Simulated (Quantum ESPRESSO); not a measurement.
## Li6CuAl (input and log of a self-consistent run)

Simulated, not a measurement. The program is pw.x of Quantum ESPRESSO 7.5 (plane-wave density functional theory). The cell is made up: eight metal atoms on a hexagonal close-packed lattice, with elements, volume, strain and displacements drawn at random and not relaxed, so it may be unstable or far from any real phase. PseudoDojo standard norm-conserving files set the functional (PBE unless stated); there is no spin polarisation or spin-orbit coupling, the Fermi-Dirac width of 0.25 eV means electrons at about 2900 K, and the masses in the input are unused placeholders. The copper pseudopotential is less sure than most, with forces differing by about three percent and pressure by about two GPa from a second method on plain copper.

Input:

```
&control calculation='scf', pseudo_dir='./dojo.nc.sr.pbe.v0_5.standard.upf', outdir='./o', disk_io='minimal', tprnfor=.true., tstress=.true. /
&system ibrav=0, nat=8, ntyp=3, nbnd=28, ecutwfc=92.02030273, nosym=.true., tot_charge=0,
 occupations='smearing', smearing='fd', degauss=0.0183746611
/
&electrons conv_thr=1.470e-08, electron_maxstep=70, mixing_beta=0.5 /
ATOMIC_SPECIES
Al 1.0 Al.upf
Cu 1.0 Cu.upf
Li 1.0 Li.upf
CELL_PARAMETERS angstrom
2.897 0.0059 -0.0506
1.5274 -2.5278 -4.7642
1.5476 7.3822 -4.6533
ATOMIC_POSITIONS angstrom
Li 0.0157 -0.0299 -0.0242
Li 1.5174 2.3974 -4.6629
Li 1.5966 -0.8148 -2.3397
Cu 2.9835 1.5845 -6.977
Li 3.0736 4.911 -4.6399
Li 2.9667 -0.0676 -4.7733
Al 2.96 1.6408 -2.4775
Li 4.4768 4.0646 -7.0237
K_POINTS automatic
10 5 3 1 1 1
```

The log is shortened where brackets say so; the opening notice, blank lines, dates and the lines on written files are dropped, and the path of the files is cut. It prints rydbergs, bohrs and kilobars, and counts compression as positive stress. Its total energy is the free energy E - TS of the whole cell.

```
     Program PWSCF v.7.5
     Parallel version (MPI & OpenMP), running on       4 processor cores
     Number of MPI processes:                 4
     Threads/MPI process:                     1
     [start-up lines left out]
     bravais-lattice index     =            0
     lattice parameter (alat)  =       5.4754  a.u.
     unit-cell volume          =     912.3378 (a.u.)^3
     number of atoms/cell      =            8
     number of atomic types    =            3
     number of electrons       =        40.00
     number of Kohn-Sham states=           28
     kinetic-energy cutoff     =      92.0203  Ry
     charge density cutoff     =     368.0812  Ry
     scf convergence threshold =      1.5E-08
     mixing beta               =       0.5000
     number of iterations used =            8  plain     mixing
     Exchange-correlation= PBE
                           (   1   4   3   4   0   0   0)
     [axes and pseudopotential details left out]
   Cartesian axes
     site n.     atom                  positions (alat units)
         1        Li     tau(   1) = (   0.0054186  -0.0103194  -0.0083522  )
         2        Li     tau(   2) = (   0.5237023   0.8274178  -1.6093128  )
         3        Li     tau(   3) = (   0.5510367  -0.2812130  -0.8075037  )
         4        Cu     tau(   4) = (   1.0296993   0.5468606  -2.4079812  )
         5        Li     tau(   5) = (   1.0607956   1.6949399  -1.6013748  )
         6        Li     tau(   6) = (   1.0239011  -0.0233309  -1.6474153  )
         7        Al     tau(   7) = (   1.0215887   0.5662915  -0.8550628  )
         8        Li     tau(   8) = (   1.5450839   1.4028208  -2.4240988  )
     number of k points=    75  Fermi-Dirac smearing, width (Ry)=  0.0184
                       cart. coord. in units 2pi/alat
        k(    1) = (   0.0489936   0.0200155  -0.0557297), wk =   0.0266667
        k(    2) = (   0.0512227  -0.1760788   0.0490292), wk =   0.0266667
     [further k points left out]
     Dense  grid:   108881 G-vectors     FFT dimensions: (  36,  72, 108)
     Estimated max dynamical RAM per process >     232.82 MB
     Estimated total dynamical RAM >     851.55 MB
     Initial potential from superposition of free atoms
     starting charge      39.9699, renormalised to      40.0000
     Starting wfcs are   26 randomized atomic wfcs +    2 random wfcs
     total cpu time spent up to now is        2.9 secs
     per-process dynamical memory:   187.8 Mb
     Self-consistent Calculation
     iteration #  1     ecut=    92.02 Ry     beta= 0.50
     Davidson diagonalization with overlap
     ethr =  1.00E-02,  avg # of iterations =  6.0
     total cpu time spent up to now is       10.3 secs
     total energy              =    -463.84613761 Ry
     estimated scf accuracy    <       9.46659360 Ry
     iteration #  2     ecut=    92.02 Ry     beta= 0.50
     Davidson diagonalization with overlap
     ethr =  1.00E-02,  avg # of iterations =  3.5
     total cpu time spent up to now is       16.9 secs
     total energy              =    -468.86570025 Ry
     estimated scf accuracy    <      31.71248052 Ry
     iteration #  3     ecut=    92.02 Ry     beta= 0.50
     Davidson diagonalization with overlap
     ethr =  1.00E-02,  avg # of iterations =  3.7
     total cpu time spent up to now is       22.9 secs
     total energy              =    -470.62788295 Ry
     estimated scf accuracy    <       3.41489626 Ry
     iteration #  4     ecut=    92.02 Ry     beta= 0.50
     Davidson diagonalization with overlap
     ethr =  8.54E-03,  avg # of iterations =  1.0
     total cpu time spent up to now is       27.3 secs
     total energy              =    -470.54096346 Ry
     estimated scf accuracy    <       1.93312045 Ry
     iteration #  5     ecut=    92.02 Ry     beta= 0.50
     Davidson diagonalization with overlap
     ethr =  4.83E-03,  avg # of iterations =  1.0
     total cpu time spent up to now is       31.7 secs
     total energy              =    -470.35623969 Ry
     estimated scf accuracy    <       1.11468061 Ry
     [iterations 6 to 13 left out]
     iteration # 14     ecut=    92.02 Ry     beta= 0.50
     Davidson diagonalization with overlap
     ethr =  4.24E-07,  avg # of iterations =  3.1
     total cpu time spent up to now is       74.7 secs
     total energy              =    -470.33618101 Ry
     estimated scf accuracy    <       0.00001141 Ry
     iteration # 15     ecut=    92.02 Ry     beta= 0.50
     Davidson diagonalization with overlap
     ethr =  2.85E-08,  avg # of iterations =  2.2
     total cpu time spent up to now is       79.6 secs
     total energy              =    -470.33618281 Ry
     estimated scf accuracy    <       0.00000031 Ry
     iteration # 16     ecut=    92.02 Ry     beta= 0.50
     Davidson diagonalization with overlap
     ethr =  7.82E-10,  avg # of iterations =  3.5
     total cpu time spent up to now is       85.3 secs
     total energy              =    -470.33618247 Ry
     estimated scf accuracy    <       0.00000114 Ry
     iteration # 17     ecut=    92.02 Ry     beta= 0.50
     Davidson diagonalization with overlap
     ethr =  7.82E-10,  avg # of iterations =  3.0
     total cpu time spent up to now is       90.8 secs
     total energy              =    -470.33618270 Ry
     estimated scf accuracy    <       0.00000014 Ry
     iteration # 18     ecut=    92.02 Ry     beta= 0.50
     Davidson diagonalization with overlap
     ethr =  3.56E-10,  avg # of iterations =  2.0
     total cpu time spent up to now is       95.7 secs
     End of self-consistent calculation
     [lines on levels left out]
!    total energy              =    -470.33618272 Ry
     estimated scf accuracy    <          9.3E-10 Ry
     smearing contrib. (-TS)   =      -0.04636586 Ry
     internal energy E=F+TS    =    -470.28981686 Ry
     The total energy is F=E-TS. E is the sum of the following terms:
     one-electron contribution =    -507.50555206 Ry
     hartree contribution      =     251.12169332 Ry
     xc contribution           =     -68.82769589 Ry
     ewald contribution        =    -145.07826223 Ry
     convergence has been achieved in  18 iterations
     Forces acting on atoms (cartesian axes, Ry/au):
     atom    1 type  3   force =     0.00063825    0.00543085   -0.00096728
     atom    2 type  3   force =     0.00006609   -0.00088023   -0.00952771
     atom    3 type  3   force =    -0.00449530    0.00631211   -0.00464847
     atom    4 type  2   force =     0.00228730   -0.01446212   -0.00561022
     atom    5 type  3   force =    -0.00340732   -0.00772572    0.01797008
     atom    6 type  3   force =     0.00212217    0.00209284   -0.00859678
     atom    7 type  1   force =     0.00165797    0.02410071    0.01453574
     atom    8 type  3   force =     0.00113084   -0.01486844   -0.00315536
     Total force =     0.044205     Total SCF correction =     0.000060
     Computing stress (Cartesian axis) and pressure
          total   stress  (Ry/bohr**3)                   (kbar)     P=       -9.81
  -0.00010439   0.00000321   0.00002582          -15.36        0.47        3.80
   0.00000321  -0.00011429  -0.00002127            0.47      -16.81       -3.13
   0.00002582  -0.00002127   0.00001871            3.80       -3.13        2.75
     init_run     :      2.73s CPU      2.84s WALL (       1 calls)
     electrons    :     92.56s CPU     92.83s WALL (       1 calls)
     forces       :      0.86s CPU      0.87s WALL (       1 calls)
     stress       :      2.97s CPU      2.99s WALL (       1 calls)
     [timing details left out]
     PWSCF        :   1m39.22s CPU   1m39.65s WALL
     JOB DONE.
```

In other units: free energy -6399.250 eV for the cell, pressure -0.98 GPa, largest force component 0.620 eV/Å in size. The run took 101 s of wall time with four MPI processes on a shared machine (AMD EPYC, Zen 5, virtual cores), so the time is rough. A rerun of this cell at a higher cutoff and on a denser mesh moved values by no more than 0.003 eV in energy, 0.20 GPa in stress and 0.007 eV/Å in force, and a second program with other atomic files agreed on that cell to 2 % rms in force and 0.5 GPa in pressure.